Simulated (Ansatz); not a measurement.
Harmonic vibrational thermodynamics of NbP (CsCl type, Pm-3m) at fixed volume, the program Ansatz at the LDA level (PAW). The rows extrapolate the 0 K crystal and know nothing of melting or changes of phase.

| T (K) | F_vib (meV/atom) | S (J/K per mol of atoms) | C_V (J/K per mol of atoms) |
|---|---|---|---|
| 50 | 37.2 | [?] | [?] |
| 100 | 35.2 | [?] | [?] |
| 200 | 21.5 | [?] | [?] |
| 300 | -3.1 | 28.0 | 23.0 |
| 400 | -35.7 | 34.7 | 23.8 |
| 600 | -118.5 | 44.5 | 24.4 |
| 800 | -218.4 | 51.6 | 24.7 |
| 1000 | -331.2 | 57.1 | 24.8 |

**Question.** Some entries are withheld; supply them.

**Answer.** 
- 100, S (J/K per mol of atoms): 6.9
- 100, C_V (J/K per mol of atoms): 13.2
- 200, C_V (J/K per mol of atoms): 20.9
- 200, S (J/K per mol of atoms): 19.0
- 50, S (J/K per mol of atoms): 1.2
- 50, C_V (J/K per mol of atoms): 3.8

The cell is a constructed one: a structure type filled with these elements; neither database checked (COD, Materials Project) lists it. COD files the formula under space group No. 141, so this cell is another polymorph or a model. Its standing as an ambient phase is unchecked. The LDA relaxation kept the symmetry of its start; phonons on a q-mesh show no instability. The run is not spin-polarised.

Potentials: the later of the program's two PAW sets.
